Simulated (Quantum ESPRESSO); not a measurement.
**Kohn-Sham bands of Nb₂O₅ (C2/m)**

```yaml
crystal:
  lattice:
    - [0.00000, 3.85882, 0.00000]
    - [-0.05884, 0.00000, 4.01819]
    - [6.50375, -1.92941, 0.00000]
  atoms:
    - { symbol: Nb, position: [0.85348, 0.93194, 0.70696] }
    - { symbol: Nb, position: [0.14652, 0.06806, 0.29304] }
    - { symbol: O, position: [0.85096, 0.48437, 0.70192] }
    - { symbol: O, position: [0.14904, 0.51563, 0.29808] }
    - { symbol: O, position: [0.00000, 0.00000, 0.00000] }
    - { symbol: O, position: [0.68510, 0.00543, 0.37020] }
    - { symbol: O, position: [0.31490, 0.99457, 0.62980] }
```

Materials Project entry mp-1595; symmetrised, unrelaxed at this level. Not found in the COD (Crystallography Open Database) copy used, which has the formula in other groups; not checked further. Level: PBEsol, no spin polarisation, no spin-orbit coupling; pw.x of Quantum ESPRESSO at 68 Ry with PseudoDojo potentials, 6×6×6 k-points, Wannier90. Density: 8×8×8 mesh, cold smearing 0.01 Ry.

Problem. List the Kohn-Sham levels between −8 and 5.1 eV relative to the valence-band maximum at the high-symmetry points, as a band run of pw.x on that density gives them (levels within 2 meV counted together).

Solution. 
```tsv
point	k (reciprocal lattice)	levels (eV)
Γ	0.000 0.000 0.000	-4.54, -4.52, -4.39, -2.81, -2.77, -2.29, -2.04, -1.89, -1.77, -1.44, -1.41, -1.15, -1.05, -0.91, -0.74, 2.38, 2.72, 3.02, 4.26, 4.41, 5.05
C	0.544 0.000 -0.272	-5.22, -4.76, -4.71, -3.59, -2.96, -2.78, -2.51, -2.24, -2.05, -1.75, -1.64, -1.16, -1.07, -1.05, -0.92, 2.66, 2.75, 3.73, 3.86, 4.58, 4.77
C_2	0.456 0.000 -0.728	-5.22, -4.76, -4.71, -3.59, -2.96, -2.78, -2.51, -2.24, -2.05, -1.75, -1.64, -1.16, -1.07, -1.05, -0.92, 2.66, 2.75, 3.73, 3.86, 4.58, 4.77
Y_2	0.000 0.000 -0.500	-5.40, -4.67, -3.13, -2.72, -2.45, -2.38, -2.23, -2.08, -1.60, -1.39, -1.28, -1.16, -1.15, -1.03, -0.85, 2.14, 2.76, 2.97, 4.03, 4.55, 5.01
M_2	0.000 0.500 -0.500	-5.37, -5.02, -4.90, -4.70, -3.81, -3.51, -2.96, -2.56, -2.41, -2.33, -1.64, -1.49, -1.42, -1.01, -0.13, 3.24, 4.48, 4.66, 5.03
D	0.458 0.500 -0.729	-5.19, -5.03, -4.82, -4.81, -4.46, -4.28, -4.24, -3.42, -3.36, -2.32, -2.31, -1.78, -0.40, -0.11, -0.05, 2.83, 4.13, 4.68
D_2	0.542 0.500 -0.271	-5.19, -5.03, -4.82, -4.81, -4.46, -4.28, -4.24, -3.42, -3.36, -2.32, -2.31, -1.78, -0.40, -0.11, -0.05, 2.83, 4.13, 4.68
A	0.000 0.500 0.000	-5.22, -4.84, -4.58, -4.46, -4.43, -3.91, -2.97, -2.59, -2.13, -2.12, -1.98, -1.74, -1.26, -1.19, -0.18, 3.47, 4.46, 4.80
L_2	0.500 0.500 -0.500	-5.13, -5.00, -4.87, -4.72, -4.51, -4.38, -4.23, -3.37, -3.08, -3.07, -2.14, -1.56, -0.43, -0.15, 0.00, 2.76, 4.19, 4.70
V_2	0.500 0.000 -0.500	-5.06, -4.97, -4.64, -3.47, -3.16, -2.75, -2.71, -2.36, -1.87, -1.82, -1.48, -1.15, -1.14, -1.02, -0.90, 2.50, 2.86, 3.69, 4.09, 4.36, 4.90
```
